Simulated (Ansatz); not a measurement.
**LuSe2 (CdCl2-type structure): a workflow**

Level of theory: DFT, PBEsol, scalar-relativistic, no spin polarisation; plane waves to 420 eV with PAW datasets (Ansatz 0.2.0), Γ-centred 10×10×10 mesh, 0.05 eV Gaussian smearing. The datasets are Ansatz's generated set soft_2.

This is a trial structure made by placing the elements on a prototype's sites, so it needn't be the stable form.

The first cell:

```
CELL_PARAMETERS angstrom
2.07337 1.19706 6.26858
-2.07337 1.19706 6.26858
0.00000 -2.39412 6.26858
ATOMIC_POSITIONS crystal
Lu 0.00000 0.00000 0.00000
Se 0.25200 0.25200 0.25200
Se 0.74800 0.74800 0.74800
```

The steps in volume:

| run | level | k-mesh | kind | V (Å³/atom) | P (GPa) | E − E(final) (meV/atom) | gap on the mesh (eV) |
| --- | --- | --- | --- | --- | --- | --- | --- |
| 1 | PBEsol | 10×10×10 | cell and atoms relaxed | 25.78 | 0.0 | 0.0 | metal |
| 2 | PBEsol | 10×10×10 | cell and atoms relaxed | 25.78 | 0.0 | 0.0 | metal |

The cell is relaxed to zero pressure at this level.

The final structure (symmetry read at 0.01 Å). It takes space group R-3m (No. 166, trigonal). The conventional cell has a = 4.084 Å, b = 4.084 Å, c = 16.056 Å, α = 90.00°, β = 90.00°, γ = 120.00°. Lu (site symmetry -3m) has 6 Se at 2.76 Å as nearest neighbours. Around Se (site symmetry 3m) lie 3 Lu at 2.76 Å. (Neighbours are counted to 15 % beyond the shortest distance.)

- At the final geometry the gap, band path included, is zero (metallic).
- The equation of state gives B0 = 34 GPa.
- Against the elements' standard states, run alike and uncorrected, the formation energy is -1.22 eV/atom.
- The runs in the table took roughly 8 core-minutes.

**What lies behind the numbers.**

The calculation's cell holds 57 valence electrons, an odd number. Without magnetic order each band takes two, so one stays part-filled and the crystal must be a metal. (Only strong correlation, outside this picture, could make a Mott insulator of it.) A formal count (Lu³⁺, Se²⁻) falls 1 electron a formula unit short of closing the anions' shells, so the anion bands keep holes, which fits the metal found.

Scalar-relativistic only: spin–orbit splittings of the heavy atoms' levels are missing. Spin polarisation wasn't tried. The structure is layered, and this functional has no dispersion term, so the layers' spacing is poorly fixed, often too long, and so is what hangs on it.
